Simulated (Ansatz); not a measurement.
Given:

BeAlNO:
```
BeAlNO
1.0
    2.98427     0.00000     0.00000
   -1.49214     2.58446     0.00000
    0.00000     0.00000     4.65204
Al Be O N
1 1 1 1
Direct
  0.33333   0.66667   0.51126
  0.66667   0.33333   0.99165
  0.33333   0.66667   0.11307
  0.66667   0.33333   0.63401
```

This is the PBEsol-relaxed structure. x, y and z are the axes in which the lattice vectors are written.

### Question
All from PBEsol (plane waves, PAW; program Ansatz), unless another level is named. Estimate the HSE06 gap on the PBEsol cell.

### Answer
5.97 eV.

### Question
Predict the electron effective mass.

### Answer
0.39, 0.39, 0.46 mₑ (principal values).

### Question
Next, the hole effective mass, band 1 of 2 at the edge?

### Answer
3.3 along x, 9.4 along z (mₑ).

### Question
Next, the band gap?

### Answer
4.38 eV (direct).

Space group P3m1. The start of the workflow was typed in or built on a structure type; neither database checked (COD, Materials Project) lists it. Its standing as an ambient phase is unchecked. The cell was relaxed with PBEsol under the symmetry of its start; its stability against distortions is not shown here.

Potentials: the earlier of the program's two PAW sets. The files were generated under PBE; for other functionals the program regenerates the frozen cores, and for LDA and PBEsol the local potential too.
